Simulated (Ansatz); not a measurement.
## Magnetic states of nickel, dhcp

Theory: Ansatz, DFT, LDA (PW92), plane waves (420 eV) with PAW, scalar-relativistic. The PAW files were generated under PBE, with cores re-solved for the functional.

Each start was relaxed and then solved on a dense mesh, with Fermi-Dirac smearing of 0.05 eV (0.1 eV in a metal without spin) extrapolated to zero. Rows within 2 meV/atom of each other tie.

(1) Where does each start end, and how do the energies compare? Starts: antiferromagnetic (alternate layers); non-magnetic; ferromagnetic.

Answers

(1) 
| start | ends | ΔE (meV/atom) | V (Å³/atom) |
| --- | --- | --- | --- |
| antiferromagnetic (alternate layers) | ferromagnetic, net 0.60 μB per atom | 0.0 | 10.04 |
| ferromagnetic | ferromagnetic, net 0.60 μB per atom | 0.0 | 10.04 |
| non-magnetic | spin not included | 36.1 | 10.03 |
